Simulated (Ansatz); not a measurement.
Put Tm2I3 in P6/mmm (No. 191): Tm on 2c; I on 3f.

Method: DFT PBE, scalar-relativistic, plane waves, PAW, and for the lanthanide a 4f-in-core norm-conserving potential, in Ansatz 0.2.0. Cutoff 690 eV, Γ-centred mesh, Gaussian smearing, no spin polarisation.

The zero of energy is the elements' standard structures at the same level; no fitted shifts are applied.

Problem. Which cell and coordinates does it relax to?

Solution.

Space group P6/mmm (No. 191). a = 10.190 Å, b = 10.190 Å, c = 3.850 Å, α = 90.00°, β = 90.00°, γ = 120.00°
```tsv
atom	site	symmetry	x	y	z
Tm	2c	-6m2	0.3333	0.6667	0.0000
I	3f	mmm	0.5000	0.0000	0.0000
```

Tm is surrounded by 3 I at 2.94 Å; I is surrounded by 2 Tm at 2.94 Å. Another local minimum with the same sites may exist.

Problem. And its energy and gap?

Solution. The formation energy is −0.47 eV/atom and the gap on the 6×6×10 mesh of the 5-atom cell is 0 eV (a metal). A negative formation energy is needed for stability but isn't enough: competing phases decide.

The last run used Gaussian smearing of 0.10 eV. These runs have no spin–orbit coupling, which can matter for I. An odd number of valence electrons (the lanthanide is held trivalent, its 4f shell in the core) allows no gap without spin; another valence of the lanthanide, a larger cell or a magnetic state could open one. The cell is a metal run without spin; a magnetic state may lie lower. The reference form of I is held partly by dispersion forces, which this level lacks. Symmetry constrained the relaxation, so the result can be a saddle point.

The lanthanide is trivalent by construction, without f bands, f moments or other valences. The reference runs of the other elements, and any phases without the lanthanide, used 420 eV, which shifts energies against them by under 10 meV/atom. The lanthanide's reference is the lowest of its hcp, dhcp and fcc cells.
